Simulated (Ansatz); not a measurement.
## Bi6Te, before and after

Recipe of this trial structure of Bi6Te: species swapped into a database cell of Zn6Mo (Fm-3m, No. 225), with Bi on the Zn sites and Te on the Mo sites. Lengths were set from tabulated atomic sizes, so they are only a guess.

start.xyz

```xyz
7
Lattice="0.0000 4.8721 4.8721 4.8721 0.0000 4.8721 4.8721 4.8721 0.0000" Properties=species:S:1:pos:R:3 pbc="T T T"
Bi    2.4361    2.4361    4.8721
Bi    2.4361    4.8721    2.4361
Bi    2.4361    2.4361    0.0000
Bi    2.4361    0.0000    2.4361
Bi    4.8721    2.4361    2.4361
Bi    0.0000    2.4361    2.4361
Te    0.0000    0.0000    0.0000
```

These are results of DFT PBE, scalar-relativistic, plane waves, PAW in Ansatz 0.2.0, not measurements. Cutoff 420 eV, Gaussian smearing, Γ-centred meshes. Cell and atoms relax first on a coarse mesh, the cell is then made exact in the group found at 0.06 to 0.08 Å, and last on a converged mesh; the steps can't lower the symmetry of their start. No spin polarisation.

end.xyz

```xyz
7
Lattice="0.0000 4.9239 4.9239 4.9239 0.0000 4.9239 4.9239 4.9239 0.0000" Properties=species:S:1:pos:R:3 pbc="T T T"
Bi    2.4619    2.4619    4.9239
Bi    2.4619    4.9239    2.4619
Bi    2.4619    2.4619    0.0000
Bi    2.4619    0.0000    2.4619
Bi    4.9239    2.4619    2.4619
Bi    0.0000    2.4619    2.4619
Te    0.0000    0.0000    0.0000
```

The symmetry stays Fm-3m (No. 225). The volume per atom grows by 3.2 %, from 33.0 to 34.1 Å³. The shortest distance goes from 3.45 Å (Bi–Te and Bi–Bi) to 3.48 Å (Bi–Te and Bi–Bi).

```
Volume per atom                          : 34.11 Å³
Density                                  : 9.61 g/cm³
Formation energy                         : +0.22 eV/atom
Gap on the 6×6×6 mesh of the 7-atom cell : 0 eV (a metal)
```

Energies over the elements count from the elements' standard structures at the same level, with no fitted energy shifts. A positive value: parting into the elements would lower its energy.

The last run used Gaussian smearing of 0.10 eV. Spin–orbit coupling, which can matter for Bi and Te, is left out. The reference form of Te is held partly by dispersion forces, which this level lacks. A structure relaxed within its symmetry needn't be a true minimum. Another cell of the same search, in P-1, lies 212 meV/atom lower, so this cell isn't the stable form at this level.
